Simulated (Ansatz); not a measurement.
The relaxed structure here is a generated cell of VPt2: the first start was made by placing the elements on the sites of a structure type, and the end was not matched to a known phase here, so it may be hypothetical.

One starting cell of VPt2 (a generated cell, VPt2 placed in the AFLOW prototype A2B_oF24_70_e_a (C54, as in TiSi2)) was relaxed twice with Ansatz (plane waves, PAW, scalar-relativistic): with PBEsol at 420 eV and with PBE at 420 eV. The PBEsol result:

```
VPt2
1.0
    0.00000     4.07182     4.53384
    2.35452     0.00000     4.53384
    2.35452     4.07182     0.00000
Pt V
4 2
Direct
  0.66587   0.33413   0.66587
  0.33413   0.66587   0.33413
  0.58413   0.91587   0.58413
  0.91587   0.58413   0.91587
  0.00000   0.00000   0.00000
  0.25000   0.25000   0.25000
```

| quantity | PBEsol | PBE |
|---|---|---|
| space group | Fddd | Fddd |
| volume (Å³/atom) | 14.49 | ___ |
| a (Å) | 4.709 | ___ |
| b (Å) | 8.144 | ___ |
| c (Å) | 9.068 | ___ |
| gap (eV, no spin-orbit coupling) | 0.00 | ___ |
| spin order | ferromagnetic | ___ |
| net moment (μB/atom) | 0.25 | ___ |

**Question.** Fill in the PBE column.

**Answer.** 
- volume (Å³/atom), PBE: 15.05
- a (Å), PBE: 4.768
- b (Å), PBE: 8.255
- c (Å), PBE: 9.177
- gap (eV, no spin-orbit coupling), PBE: 0.00
- spin order, PBE: ferromagnetic
- net moment (μB/atom), PBE: 0.29

Both levels end in the same structure; PBE's volume is 3.9 % larger. Neither column is exact.

Spin states reached: ferromagnetic; spin orders were not searched systematically.

The run could not lose the symmetry of its start: the end is stationary, and may be a saddle point rather than a minimum.

Ansatz is an electronic-structure program.
